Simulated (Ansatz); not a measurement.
Input, command and steps of an Ansatz relaxation.

```yaml
crystal:
  lattice:
    - [2.11887549, 2.11887549, 4.23775098]
    - [-2.11887549, -2.11887549, 4.23775098]
    - [6.35662647, -4.23775098, 2.11887549]
  atoms:
    - { symbol: B, position: [0.5956411085, 0.0025113824, 0.8024161652] }
    - { symbol: B, position: [0.7933602084, 0.0030044621, 0.4025101707] }
    - { symbol: B, position: [0.7067548006, 0.5063695288, 0.5976954354] }
    - { symbol: "N", position: [0.5728240787, 0.8693028762, 0.6018792354] }
    - { symbol: "N", position: [0.4785200191, 0.3773587122, 0.7993243124] }
    - { symbol: "N", position: [0.9805355718, 0.8730040393, 0.7959030178] }
    - { symbol: "N", position: [0.3745980534, 0.8816058115, 0.0002699043] }
    - { symbol: "N", position: [0.7794266473, 0.8750656345, 0.1941573063] }
    - { symbol: "N", position: [0.6751775191, 0.3817049415, 0.4001504497] }
    - { symbol: "N", position: [0.1696489819, 0.8865281082, 0.3971877134] }
    - { symbol: "N", position: [0.0774500576, 0.3698457781, 0.601119404] }
    - { symbol: "N", position: [0.8754730723, 0.3773268451, 0.9984316445] }
    - { symbol: "N", position: [0.2755300199, 0.3771121202, 0.2005850388] }
    - { symbol: Al, position: [0.3021239341, 0.492093151, 0.3981563512] }
    - { symbol: Ga, position: [0.1993775621, 0.9940294555, 0.5958466725] }
    - { symbol: Ga, position: [0.0028974757, 0.9963401366, 0.9981821673] }
    - { symbol: Ga, position: [0.4001930114, 0.0036332946, 0.1939123039] }
    - { symbol: Ga, position: [0.5066699146, 0.4943512547, 0.0003036232] }
    - { symbol: Ga, position: [0.8950209378, 0.5013495498, 0.2013976018] }
    - { symbol: In, position: [0.1006481693, 0.5008698328, 0.7983884004] }
  symmetry: { detect: false }
basis:
  ecutwfc: 420
kpoints:
  mp_grid: { grid: [3, 3, 2], shift: [0.0, 0.0, 0.5] }
hamiltonian:
  xc: pbe
scf:
  occupations: { method: gaussian, width: 0.1 }
  lower_state_search: "off"
output:
  forces: true
  stress: true
  eigenvalues: true
relax:
  adjacent_minimum: "off"
  f_tol: 0.04
  max_steps: 50
  cell: { stress_tol: 0.3 }
```

```bash
ansatz run input.yaml --threads 4 --pin off --max-ram 9216MiB --backend cpu --events-out ev --progress --plain --runs-dir out
```

All numbers below come from Ansatz, DFT PBE, scalar-relativistic, plane waves, PAW.

Of 16 frames 10 are shown, positions in Å and forces in eV/Å; the SCF threshold varies from step to step. Steps run on the plane waves of an earlier cell, with a Pulay correction in the pressure. The basis is chosen afresh for the last frame, the zero of the energies, and at times for earlier ones too; energy and pressure can step there, also at an unchanged geometry. Here that happened at step 14 (-7 meV/atom, 0.8 GPa); frames between the last choice of the basis and such a step carry an error that grows, as the cell changes, to that size.

```xyz
20
Lattice="2.1189 2.1189 4.2378 -2.1189 -2.1189 4.2378 6.3566 -4.2378 2.1189" Properties=species:S:1:pos:R:3:forces:R:3 pbc="T T T" step=1 free_energy_over_end_meV_per_atom=570.92 pressure_GPa=31.04
B     6.3574   -2.1437    4.2350    0.0470    0.4482    0.6672
B     4.2333   -0.0311    4.2277    0.4440    0.6428    0.7542
B     4.2239   -2.1083    6.4074    0.7390    0.4971   -0.3538
N     3.1977   -3.1788    7.3867    2.5732    2.9825    3.0313
N     5.2954   -3.1730    5.3207    3.0329    8.6900    2.8250
N     5.2871   -3.1450    9.5413   -5.9669   -7.1294    0.8300
N    -1.0726   -1.0754    5.3241   -3.1914    4.4547    1.9156
N     1.0315   -1.0254    7.4227    3.1004   -3.8509    2.1223
N     3.1654   -1.0739    5.3267    5.2736   -1.3851   -1.4147
N     1.0058   -3.2022    5.3174   -1.7065   -0.7082   -4.8597
N     3.2015   -3.1669    3.1692   -7.6178    1.7419   -5.2694
N     7.4022   -3.1756    7.4246    4.3723   -3.1993   -3.1319
N     1.0598   -1.0653    3.1907    0.0338   -0.6618    0.5556
Al    2.1284   -2.0898    4.2093   -0.4985   -1.4627    0.2153
Ga    2.1038   -4.2088    6.3199   -0.6476   -0.8337    0.3384
Ga    4.2401   -6.3350    6.3495   -1.1415   -0.4046    0.6058
Ga    2.0729    0.0185    2.1222    0.9666   -0.8374    0.6450
Ga    0.0280    0.0248    4.2427   -0.6828   -0.3180    0.2246
Ga    2.1143   -0.0193    6.3442    0.5032    0.6424    0.4930
In    4.2270   -4.2314    4.2408    0.3668    0.6916   -0.1937
20
Lattice="2.2024 2.1976 4.2768 -2.1565 -2.1690 4.2396 6.5785 -4.3882 2.1492" Properties=species:S:1:pos:R:3:forces:R:3 pbc="T T T" step=3 free_energy_over_end_meV_per_atom=76.46 pressure_GPa=-3.35
B     6.5240   -2.1027    4.3521    0.2621    0.2551    0.1200
B     4.4926   -0.0563    4.2711    0.1007    0.1631   -0.2256
B     4.4521   -2.0839    6.3596    0.6567    0.7784   -0.3515
N     3.4263   -3.1520    7.4988   -0.0950    0.1234    0.5528
N     5.5065   -2.9427    5.3936   -0.0260    1.2888    0.2212
N     5.3734   -3.4309    9.5728   -1.1407   -1.2460   -0.5498
N    -1.2994   -0.9057    5.4518   -0.2336    0.7805    0.4754
N     1.3017   -1.3098    7.5608    0.8543   -0.3643    0.5897
N     3.5510   -1.1724    5.2565    0.8518   -0.3570    0.1893
N     1.0030   -3.3458    5.1742   -0.5033   -0.3192   -0.8305
N     3.0596   -3.2748    3.0599   -1.0580   -0.5922   -1.1441
N     7.8191   -3.4319    7.5309    0.0510   -0.0596   -0.2876
N     1.0578   -1.0541    3.2751    0.0058   -0.2157    0.0698
Al    2.1934   -2.1544    4.2464   -0.1410   -0.1331    0.1725
Ga    2.1741   -4.3434    6.3594    0.2612    0.3050    0.2455
Ga    4.4630   -6.6244    6.3725   -0.0528   -0.1193    0.2764
Ga    2.1377    0.0262    2.1153   -0.0258   -0.1776    0.1932
Ga   -0.0782    0.1410    4.2844    0.0635   -0.4625    0.1889
Ga    2.3858   -0.1505    6.4312   -0.1048    0.2217   -0.0127
In    4.3836   -4.3087    4.2606    0.2741    0.1310    0.1070
20
Lattice="2.1736 2.1676 4.2702 -2.1878 -2.2036 4.2953 6.4799 -4.3216 2.1487" Properties=species:S:1:pos:R:3:forces:R:3 pbc="T T T" step=4 free_energy_over_end_meV_per_atom=47.78 pressure_GPa=-0.42
B     6.4134   -2.0528    4.3373   -0.2898    0.3104   -0.1591
B     4.4438   -0.0623    4.2557    0.3056   -0.2155   -0.2895
B     4.4537   -1.9685    6.2401    0.8639    0.8605   -0.5472
N     3.2634   -3.2339    7.6749   -0.0075    0.0503    0.0698
N     5.4346   -2.8684    5.3899   -0.4684   -0.1297    0.4126
N     5.2003   -3.4876    9.6047    0.0758    0.1202   -0.0024
N    -1.3486   -0.9102    5.5201   -0.0988   -0.1402    0.0816
N     1.2803   -1.3631    7.6268   -0.0686   -0.2378    0.1260
N     3.5117   -1.1684    5.2417   -0.0999   -0.3736    0.5267
N     0.9154   -3.3577    5.1840    0.0342   -0.0550    0.1152
N     2.9758   -3.2263    3.0077   -0.5656   -0.6897   -0.3050
N     7.6805   -3.4177    7.5434    0.0090    0.0090   -0.0084
N     1.0109   -1.0672    3.2997   -0.0149   -0.0454    0.0487
Al    2.1122   -2.1834    4.2766    0.1469    0.1037   -0.0833
Ga    2.1081   -4.3042    6.4317    0.1580   -0.0370    0.2741
Ga    4.3217   -6.6145    6.4688    0.0419    0.1258   -0.0884
Ga    2.0996    0.0095    2.1505    0.0604    0.0633   -0.0332
Ga   -0.1381    0.0861    4.3313    0.0444   -0.0470   -0.0510
Ga    2.3239   -0.2018    6.4641   -0.0682    0.1213   -0.1245
In    4.2619   -4.2859    4.3079   -0.0586    0.2064    0.0376
20
Lattice="2.1107 2.1071 4.3039 -2.2726 -2.2982 4.4804 6.3567 -4.2753 2.1702" Properties=species:S:1:pos:R:3:forces:R:3 pbc="T T T" step=6 free_energy_over_end_meV_per_atom=28.96 pressure_GPa=0.26
B     6.2785   -2.0693    4.3875   -0.3908    0.4713   -0.0472
B     4.4014   -0.0508    4.2478    0.6546   -0.0798   -0.1267
B     4.4513   -1.8369    6.1130   -0.3202   -0.2184    0.3907
N     2.9937   -3.4294    8.0843    0.0917   -0.0524   -0.6411
N     5.2909   -2.9226    5.4800   -0.0418    0.2037    0.0167
N     4.9975   -3.5667    9.8318    0.0181   -0.2108    0.0660
N    -1.4406   -1.0398    5.7197    0.0964    0.0712    0.0259
N     1.1337   -1.4993    7.8359    0.0132    0.0358    0.0825
N     3.3043   -1.2582    5.3614    0.0647   -0.3098    0.4354
N     0.8288   -3.4238    5.3717   -0.0976    0.0071    0.0002
N     2.8435   -3.2380    3.0109    0.1625    0.0178   -0.1234
N     7.4618   -3.4367    7.6567   -0.0558    0.0495    0.0035
N     0.9232   -1.1093    3.3754   -0.0384    0.0768   -0.0049
Al    1.9901   -2.2444    4.3553    0.0420    0.0829   -0.0077
Ga    2.0038   -4.3571    6.6878   -0.1736   -0.0676    0.2822
Ga    4.1080   -6.6783    6.6902   -0.1846   -0.1103    0.1998
Ga    2.0486   -0.0384    2.1879   -0.1852   -0.0832    0.0286
Ga   -0.2495   -0.0168    4.4684    0.2085    0.0134   -0.0288
Ga    2.1469   -0.3144    6.6117   -0.0039    0.1509   -0.3031
In    4.0534   -4.2945    4.4139    0.1403   -0.0481   -0.2488
20
Lattice="2.1303 2.1245 4.3038 -2.3228 -2.3313 4.5034 6.3490 -4.2249 2.1609" Properties=species:S:1:pos:R:3:forces:R:3 pbc="T T T" step=8 free_energy_over_end_meV_per_atom=13.92 pressure_GPa=0.27
B     6.2549   -1.9499    4.3405    0.4859   -0.6595    0.5457
B     4.5720    0.0887    4.1095   -0.1429    0.2279   -0.2250
B     4.4143   -1.8550    6.1809   -0.5475    0.0812   -0.2326
N     2.9363   -3.4236    8.0434   -0.0496    0.5757    0.3116
N     5.2808   -2.8682    5.4816    0.2326   -0.1188   -0.2015
N     4.9484   -3.5398    9.8374   -0.1088    0.1456   -0.1134
N    -1.4627   -1.0400    5.7216   -0.0781    0.0340   -0.0584
N     1.1116   -1.4852    7.8494   -0.0056   -0.1045    0.0186
N     3.2077   -1.4115    5.5227   -0.3748   -0.4773    0.2765
N     0.7817   -3.4432    5.3639   -0.0086   -0.0047   -0.0843
N     2.8347   -3.2286    3.0427    0.1867    0.1241   -0.0245
N     7.4575   -3.3641    7.6435   -0.0154    0.0208   -0.0122
N     0.9269   -1.1033    3.3731    0.0063   -0.0328   -0.0415
Al    1.9620   -2.2485    4.3909    0.3641    0.1509    0.0672
Ga    1.9004   -4.3879    6.7201   -0.0785   -0.2091   -0.1696
Ga    4.0403   -6.6553    6.7178    0.0182    0.0270    0.0078
Ga    2.0467   -0.0228    2.1825   -0.0630    0.0876    0.0473
Ga   -0.2328   -0.0138    4.4666   -0.0907    0.0825   -0.0798
Ga    2.1209   -0.2797    6.6126    0.2868   -0.1141   -0.1920
In    4.0424   -4.2775    4.4456   -0.0170    0.1634    0.1604
20
Lattice="2.1294 2.1197 4.2963 -2.3575 -2.3696 4.5354 6.3395 -4.2179 2.1619" Properties=species:S:1:pos:R:3:forces:R:3 pbc="T T T" step=9 free_energy_over_end_meV_per_atom=12.51 pressure_GPa=-0.23
B     6.2686   -1.9580    4.3630   -0.0668   -0.2556    0.1425
B     4.6464    0.1977    4.0195   -0.7203   -1.2567    0.2487
B     4.3704   -1.8891    6.1853   -0.2804    0.1250   -0.0479
N     2.8662   -3.4556    8.0995    0.2374    0.5433    0.3138
N     5.2803   -2.8848    5.4731    0.0530    0.2396   -0.0991
N     4.9191   -3.5607    9.8602   -0.0983    0.0063   -0.0892
N    -1.4809   -1.0730    5.7462   -0.1065    0.1195   -0.0227
N     1.0763   -1.5091    7.8708   -0.0766    0.2396   -0.1573
N     3.0842   -1.5752    5.6423    0.7662   -0.1451    0.1775
N     0.7495   -3.4691    5.3739    0.1724    0.4017    0.0026
N     2.8308   -3.2326    3.0478   -0.0980   -0.0299   -0.3824
N     7.4372   -3.3603    7.6441    0.0479   -0.0577   -0.0527
N     0.9245   -1.1179    3.3721    0.0333   -0.0580   -0.0606
Al    1.9475   -2.2707    4.4036   -0.0754   -0.0278   -0.1452
Ga    1.8463   -4.4292    6.7444    0.0443    0.0407    0.0046
Ga    3.9951   -6.6803    6.7570    0.0844    0.0434    0.0212
Ga    2.0405   -0.0213    2.1761    0.1195    0.0648    0.0138
Ga   -0.2413   -0.0272    4.4672   -0.0655   -0.0643    0.0438
Ga    2.0931   -0.2998    6.6138    0.0515    0.0538   -0.0472
In    4.0128   -4.2832    4.4671   -0.0223    0.0175    0.1356
20
Lattice="2.1361 2.1127 4.2992 -2.3389 -2.3463 4.5175 6.3637 -4.2193 2.1689" Properties=species:S:1:pos:R:3:forces:R:3 pbc="T T T" step=11 free_energy_over_end_meV_per_atom=7.12 pressure_GPa=0.12
B     6.2869   -1.9770    4.3967   -0.1046    0.0418   -0.0225
B     4.5914    0.1403    4.0818    0.0787   -0.1331   -0.0671
B     4.4099   -1.8884    6.1781    0.0132    0.0031   -0.0392
N     2.9086   -3.4197    8.1141    0.0060    0.0140    0.0220
N     5.3283   -2.8770    5.4656    0.0307    0.0650   -0.0472
N     4.9618   -3.5338    9.8564    0.0028   -0.0212    0.0119
N    -1.4761   -1.0406    5.7349    0.0065    0.0098   -0.0098
N     1.0904   -1.4921    7.8615   -0.0286    0.0377    0.0149
N     3.1430   -1.5835    5.6124   -0.0187    0.0276    0.0801
N     0.7601   -3.4296    5.3675    0.0137    0.0341    0.0084
N     2.8556   -3.2251    3.0220    0.0064    0.0192    0.0182
N     7.4806   -3.3771    7.6451   -0.0112    0.0203   -0.0032
N     0.9358   -1.1188    3.3558   -0.0040    0.0166    0.0206
Al    1.9672   -2.2676    4.3772   -0.0236   -0.0756   -0.0158
Ga    1.8941   -4.3791    6.7293   -0.0191    0.0230    0.0423
Ga    4.0396   -6.6462    6.7462   -0.0227   -0.0081    0.0208
Ga    2.0458   -0.0075    2.1750    0.0312   -0.0067    0.0348
Ga   -0.2313   -0.0274    4.4595    0.0367   -0.0403    0.0098
Ga    2.1313   -0.3149    6.5980    0.0089    0.0135   -0.0300
In    4.0501   -4.2656    4.4561   -0.0028   -0.0411   -0.0492
20
Lattice="2.1392 2.1188 4.2980 -2.3408 -2.3489 4.5139 6.3626 -4.2182 2.1668" Properties=species:S:1:pos:R:3:forces:R:3 pbc="T T T" step=13 free_energy_over_end_meV_per_atom=7.02 pressure_GPa=-0.01
B     6.2819   -1.9709    4.3938   -0.0020   -0.0030    0.0010
B     4.5970    0.1439    4.0763    0.0015    0.0043    0.0015
B     4.4107   -1.8841    6.1710    0.0187    0.0111    0.0077
N     2.9065   -3.4180    8.1080   -0.0003    0.0065    0.0033
N     5.3292   -2.8706    5.4549    0.0028   -0.0019    0.0001
N     4.9590   -3.5303    9.8518   -0.0015   -0.0034    0.0026
N    -1.4746   -1.0381    5.7292   -0.0061    0.0006    0.0009
N     1.0913   -1.4845    7.8580    0.0086   -0.0061    0.0006
N     3.1392   -1.5836    5.6157   -0.0039   -0.0004    0.0015
N     0.7591   -3.4321    5.3633    0.0033    0.0024    0.0004
N     2.8542   -3.2269    3.0190   -0.0012   -0.0017   -0.0037
N     7.4810   -3.3694    7.6389   -0.0004   -0.0023   -0.0010
N     0.9402   -1.1182    3.3549   -0.0061   -0.0005   -0.0066
Al    1.9662   -2.2742    4.3773   -0.0167    0.0007   -0.0215
Ga    1.8890   -4.3804    6.7282   -0.0063   -0.0057   -0.0013
Ga    4.0365   -6.6451    6.7432   -0.0056    0.0025    0.0022
Ga    2.0520   -0.0017    2.1773   -0.0077   -0.0101    0.0101
Ga   -0.2271   -0.0265    4.4546    0.0046    0.0000   -0.0008
Ga    2.1346   -0.3062    6.5929    0.0079    0.0104    0.0105
In    4.0464   -4.2706    4.4527    0.0103   -0.0034   -0.0075
20
Lattice="2.1392 2.1188 4.2980 -2.3408 -2.3489 4.5139 6.3626 -4.2182 2.1668" Properties=species:S:1:pos:R:3:forces:R:3 pbc="T T T" step=14 free_energy_over_end_meV_per_atom=0.26 pressure_GPa=0.82
B     6.2819   -1.9709    4.3938    0.0024    0.0000   -0.0040
B     4.5970    0.1439    4.0763    0.0026    0.0048   -0.0002
B     4.4107   -1.8841    6.1710    0.0187    0.0117    0.0059
N     2.9065   -3.4180    8.1080   -0.0040    0.0044    0.0075
N     5.3292   -2.8706    5.4549    0.0003   -0.0055    0.0040
N     4.9590   -3.5303    9.8518   -0.0002   -0.0043    0.0012
N    -1.4746   -1.0381    5.7292   -0.0092   -0.0012    0.0035
N     1.0913   -1.4845    7.8580    0.0024   -0.0118    0.0075
N     3.1392   -1.5836    5.6157   -0.0012    0.0035    0.0002
N     0.7591   -3.4321    5.3633   -0.0034   -0.0024    0.0055
N     2.8542   -3.2269    3.0190   -0.0069   -0.0084    0.0021
N     7.4810   -3.3694    7.6389   -0.0095   -0.0098    0.0099
N     0.9402   -1.1182    3.3549   -0.0131   -0.0047   -0.0010
Al    1.9662   -2.2742    4.3773   -0.0130    0.0041   -0.0244
Ga    1.8890   -4.3804    6.7282    0.0002   -0.0011   -0.0050
Ga    4.0365   -6.6451    6.7432    0.0005    0.0091   -0.0042
Ga    2.0520   -0.0017    2.1773   -0.0020   -0.0037    0.0036
Ga   -0.2271   -0.0265    4.4546    0.0097    0.0019   -0.0047
Ga    2.1346   -0.3062    6.5929    0.0138    0.0159    0.0027
In    4.0464   -4.2706    4.4527    0.0120   -0.0023   -0.0101
20
Lattice="2.1379 2.1170 4.3000 -2.3562 -2.3636 4.5324 6.3608 -4.2165 2.1676" Properties=species:S:1:pos:R:3:forces:R:3 pbc="T T T" step=16 free_energy_over_end_meV_per_atom=0.00 pressure_GPa=0.14
B     6.2791   -1.9699    4.3971    0.0051    0.0000   -0.0286
B     4.5968    0.1493    4.0766    0.0236   -0.0307   -0.0163
B     4.4080   -1.8860    6.1743   -0.0359   -0.0301    0.0369
N     2.8842   -3.4329    8.1337   -0.0045    0.0100   -0.0036
N     5.3256   -2.8742    5.4593    0.0036   -0.0142    0.0036
N     4.9414   -3.5429    9.8718    0.0219    0.0185   -0.0107
N    -1.4902   -1.0514    5.7474    0.0192    0.0010   -0.0127
N     1.0760   -1.4962    7.8755   -0.0165    0.0134    0.0073
N     3.1290   -1.5979    5.6299   -0.0050    0.0164   -0.0023
N     0.7475   -3.4402    5.3785   -0.0255   -0.0047    0.0242
N     2.8500   -3.2294    3.0241    0.0134   -0.0213    0.0000
N     7.4742   -3.3752    7.6464   -0.0217    0.0006    0.0178
N     0.9358   -1.1255    3.3600   -0.0231    0.0144    0.0094
Al    1.9568   -2.2841    4.3860    0.0094    0.0149    0.0029
Ga    1.8695   -4.3949    6.7490    0.0220    0.0124    0.0026
Ga    4.0165   -6.6585    6.7653    0.0035    0.0085   -0.0067
Ga    2.0493   -0.0030    2.1803    0.0072    0.0037   -0.0102
Ga   -0.2340   -0.0359    4.4634    0.0006   -0.0010   -0.0019
Ga    2.1234   -0.3170    6.6056    0.0147   -0.0048   -0.0128
In    4.0368   -4.2796    4.4639   -0.0120   -0.0070    0.0010
```

It took 110 s on 4 threads of Arm Neoverse V2, with other jobs on the host, peak memory 0.76 GiB.

The k mesh is coarse.